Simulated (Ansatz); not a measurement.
Input and command of a plane-wave DFT calculation in Ansatz:

```yaml
crystal:
  lattice:
    - [3.995954, 0.0, 0.0]
    - [0.0, 3.995954, 0.0]
    - [0.0, 0.0, 7.160219]
  atoms:
    - { symbol: Sn, position: [0.0, 0.0, 0.0] }
    - { symbol: P, position: [0.5, 0.5, 0.5] }
    - { symbol: Pt, position: [0.5, 0.5, 0.0] }
    - { symbol: Pt, position: [0.5, 0.0, 0.700332] }
    - { symbol: Pt, position: [0.0, 0.5, 0.700332] }
    - { symbol: Pt, position: [0.5, 0.0, 0.299668] }
    - { symbol: Pt, position: [0.0, 0.5, 0.299668] }
basis:
  ecutwfc: 420
kpoints:
  mp_grid: { grid: [10, 10, 6] }
hamiltonian:
  xc: pbesol
scf:
  occupations: { method: gaussian, width: 0.1 }
output:
  forces: true
  stress: true
  eigenvalues: true
  populations: true
  write_density: true
  write_potential: true
  elf: true
  volumetric_format: npy
```

```bash
ansatz run input.yaml --threads 1 --pin off --max-ram 2560MiB --backend cpu --events-out ev --progress --plain --runs-dir out
```

Processor: Arm Neoverse V2, 1 thread, on a host shared with other jobs.

Question: How long does it run, and how much memory does it take?

Answer: About 49 s on 1 thread of Arm Neoverse V2 (shared host), peak memory 0.65 GiB. It solves 66 bands at 84 k points (the mesh reduced by the symmetry that the task leaves, which can be less than the crystal's) with about 2215 plane waves, in 8 SCF iterations.
